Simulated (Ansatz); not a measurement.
Method: r2SCAN, no spin polarisation; PAW, plane waves to 500 eV, 7×3×10 Γ-centred mesh, fermi-dirac occupations (width 0.1 eV) (Ansatz 0.2.0), atoms fixed.

Computed maps in the lattice plane spanned by a (left to right, 4.13 Å, 13 points from zero) and b (bottom to top, 8.83 Å, 26 points from zero), 90° apart, at height 0.250 along c. The fields are smooth PAW ones with compensation charges, not the true ones near nuclei.

Valence density. Digits on a logarithmic scale: 0 up to 0.03 e/Å³, each further digit a factor of 1.6, 9 from 1.3 e/Å³ up:
```
5677642123344
4555421123444
3344321112344
2244432123444
5445432235666
6444433468998
7433333589999
7433434589999
6556665579998
6899997557876
6999998544544
5799999533323
3589997533322
2357876444321
1234554444321
1234433444321
1234431444321
2344544566543
3334445789975
4333345899996
4343345899997
5566655799996
6899987678765
7999998545444
7999986422334
6999964222334
```

ELF. Ten even steps from '0' (0.00) to '9' (0.96):
```
1688630000000
0243100000000
0000000000000
0001000000110
1001000014565
5100000157888
7100000277578
6100000387358
3134551168778
2897886126774
6997478201221
4886378200000
0478887100000
0147883000000
0002430000000
0000000000000
0001000011000
0000100366520
0000002898863
0000004886685
1000003873586
0355321687883
3887895267750
6864999213200
6853787100000
3888862000000
```

**Question.** The cell is BeHO₂. Which atoms lie within 0.2 Å of this plane, and where (fractions of a and b)?

**Answer.** Be at (0.05, 0.86), Be at (0.45, 0.36), O at (0.71, 0.20), O at (0.79, 0.70), O at (0.20, 0.05), O at (0.30, 0.55), H at (0.41, 0.09), H at (0.09, 0.59). The whole cell:
```
CELL_PARAMETERS angstrom
4.12640 0.00000 0.00000
0.00000 8.83318 0.00000
0.00000 0.00000 2.66749
ATOMIC_POSITIONS crystal
Be 0.04510 0.85540 0.25000
Be 0.95490 0.14460 0.75000
Be 0.54510 0.64460 0.75000
Be 0.45490 0.35540 0.25000
O 0.71200 0.19890 0.25000
O 0.28800 0.80110 0.75000
O 0.21200 0.30110 0.75000
O 0.78800 0.69890 0.25000
O 0.19700 0.05320 0.25000
O 0.80300 0.94680 0.75000
O 0.69700 0.44680 0.75000
O 0.30300 0.55320 0.25000
H 0.40950 0.08760 0.25000
H 0.59050 0.91240 0.75000
H 0.90950 0.41240 0.75000
H 0.09050 0.58760 0.25000
```

Origin: a known structure type with other elements, at an estimated volume, so it need not be a known compound. Caveats: many states at the Fermi level without spin polarisation, so a magnetic state may lie lower; atoms or cell far from equilibrium.
